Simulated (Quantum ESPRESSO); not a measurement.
Al3MgN4, a curve over strain

Computed values, not a measurement. The program is pw.x of Quantum ESPRESSO 7.5 (plane-wave density functional theory). The cell is made up: 8 atoms on a rocksalt lattice, with randomly drawn elements, strain and displacements, not relaxed. PseudoDojo standard norm-conserving files (v0.5 for PBE, v0.4.1 for LDA and PBEsol) set the functional; there is no spin polarisation, spin-orbit coupling or dispersion term, and the masses in the input are unused placeholders. A spin-polarised start on this cell or one of its family kept no moment.

Seven runs add a strain to one cell (shear xy, as the tensor component); the atoms follow the cell and are not relaxed. Stress in the table is positive in tension.

Input of the run at -0.0050:

```
&control calculation='scf', pseudo_dir='./dojo.nc.sr.pbe.v0_5.standard.upf', outdir='./o', disk_io='low', tprnfor=.true., tstress=.true. /
&system ibrav=0, nat=8, ntyp=3, nbnd=30, ecutwfc=84.00895049, nosym=.true., tot_charge=0,
 occupations='smearing', smearing='fd', degauss=0.0073498644
/
&electrons conv_thr=7.350e-09, electron_maxstep=60, /
ATOMIC_SPECIES
Al 1.0 Al.upf
Mg 1.0 Mg.upf
N 1.0 N.upf
CELL_PARAMETERS angstrom
4.039 -0.0202 0.0
-0.0202 4.039 0.0
0.0 0.0 4.039
ATOMIC_POSITIONS angstrom
Al -0.0772 -0.0719 0.0008
Mg 0.0489 2.0389 2.2018
Al 2.0872 -0.0818 1.8778
Al 2.0804 1.9813 -0.1202
N 1.8943 -0.0803 -0.0766
N 2.1035 1.9311 2.0921
N 4.0413 -0.0907 2.014
N 4.0602 2.0756 0.0254
K_POINTS automatic
6 6 6 1 1 1
```

```
added strain  free energy less that of the input shown (eV)  stress xx (GPa)  stress yy (GPa)  stress zz (GPa)  stress xy (GPa)  pressure (GPa)  iterations
     -0.0191                                         0.0489           -19.95           -22.30           -28.83            -6.26           23.69          11
     -0.0139                                         0.0243           -19.86           -22.35           -28.73            -4.55           23.65          11
     -0.0050                                         0.0000           -19.75           -22.47           -28.61            -1.69           23.61          11
     +0.0068                                         0.0018           -19.64           -22.68           -28.62             1.99           23.65          11
     +0.0153                                         0.0270           -19.59           -22.86           -28.75             4.67           23.74          11
     +0.0188                                         0.0429           -19.58           -22.94           -28.83             5.79           23.78          11
```

Question: one run is left out of the table, at +0.0105. Estimate its stress xy (GPa).

Answer: 3.15. The whole row:

| added strain | free energy less that of the input shown (eV) | stress xx (GPa) | stress yy (GPa) | stress zz (GPa) | stress xy (GPa) | pressure (GPa) | iterations |
| --- | --- | --- | --- | --- | --- | --- | --- |
| +0.0105 | 0.0102 | -19.62 | -22.75 | -28.67 | 3.15 | 23.68 | 11 |

A cubic fit gives a slope of stress xy against the added strain of 312 GPa at zero added strain, with the atoms clamped. Across the table the free energy follows the integral of the stress to within 0.3 meV. A rerun of one of the cells at 1437 eV and a 8 x 8 x 8 mesh moved values by no more than 0.005 eV in energy, 0.07 GPa in stress and 0.008 eV/Å in force.